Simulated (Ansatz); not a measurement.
GaIr:
```yaml
crystal:
  lattice:
    - [3.01948, 0.00000, 0.00000]
    - [0.00000, 3.01948, 0.00000]
    - [0.00000, 0.00000, 3.01948]
  atoms:
    - { symbol: Ga, position: [0.00000, 0.00000, 0.00000] }
    - { symbol: Ir, position: [0.50000, 0.50000, 0.50000] }
```

Relaxed with PBEsol. Special points in fractions of this cell's reciprocal vectors: Γ (0.000, 0.000, 0.000); X (0.000, 0.500, 0.000); M (0.500, 0.500, 0.000); R (0.500, 0.500, 0.500).

Problem. List the band energies nearest the Fermi level at these points for PBEsol in the plane-wave PAW code Ansatz.

Solution. In eV from the Fermi level; about four levels below and three above (degenerate sets whole), none deeper than 8.9 eV; points with the same levels are listed once.

```
k                                below            above
-  -----------------------------------  ---------------
Γ        -5.20 -5.20 -1.48 -1.48 -1.48   3.74 3.74 3.74
X              -4.86 -3.65 -3.65 -1.43  0.22 8.52 10.87
M        -3.47 -3.47 -2.65 -2.65 -0.21   2.80 3.46 8.20
R  -6.71 -6.71 -6.71 -1.75 -0.11 -0.11   3.42 3.42 3.42
```

Space group Pm-3m (CsCl type). The first step of the workflow began from a Materials Project structure, measured or hypothetical; the Crystallography Open Database files this formula in space group No. 221, but the cells were not matched. Whether it is the stable phase at ambient conditions was not checked. Symmetry was held in the PBEsol relaxation; of distortions, only those at the zone centre were tested. No spin polarisation was allowed. Spin–orbit coupling is left out wherever it is not named.

Potentials: the later of the program's two PAW sets.
